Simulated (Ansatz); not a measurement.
RhCl₃:
```
CELL_PARAMETERS angstrom
      2.98852     5.17658     0.00000
     -2.98852     5.17658     0.00000
     -1.89584     0.00000     5.72135
ATOMIC_POSITIONS crystal
  Rh 0.83339 0.83339 0.00000
  Rh 0.16661 0.16661 0.00000
  Cl 0.57240 0.07770 0.22890
  Cl 0.42760 0.92230 0.77110
  Cl 0.07770 0.57240 0.77110
  Cl 0.92230 0.42760 0.22890
  Cl 0.77766 0.22234 0.76945
  Cl 0.22234 0.77766 0.23055
```

Plane-wave PAW r²SCAN+D4 (Ansatz code) gives a gap of 1.80 eV without spin–orbit coupling, maximum at Y, minimum off the standard path, at k = (0.427, -0.427, -0.365).

Q: What happens when spin–orbit coupling is switched on?

A: The gap shrinks by 0.01 eV, to 1.79 eV; maximum at Y, minimum off the standard path, at k = (0.427, -0.427, -0.365).

Q: Give the electron effective mass with spin–orbit coupling.

A: 0.86, 2.1, 3.1 mₑ (principal values).

Q: Give the hole effective mass with spin–orbit coupling.

A: 1.3, 2.0, 3.9 mₑ (principal values).

Space group C2/m. The workflow started from a Materials Project entry (that database holds measured and hypothetical structures alike); the Crystallography Open Database files this formula in space group No. 12, but the cells were not matched. Its standing as an ambient phase is unchecked. Symmetry was held in the r²SCAN+D4 relaxation; whether a distortion lowers the energy is not shown. The run is not spin-polarised.

Potentials: the later of the program's two PAW sets.
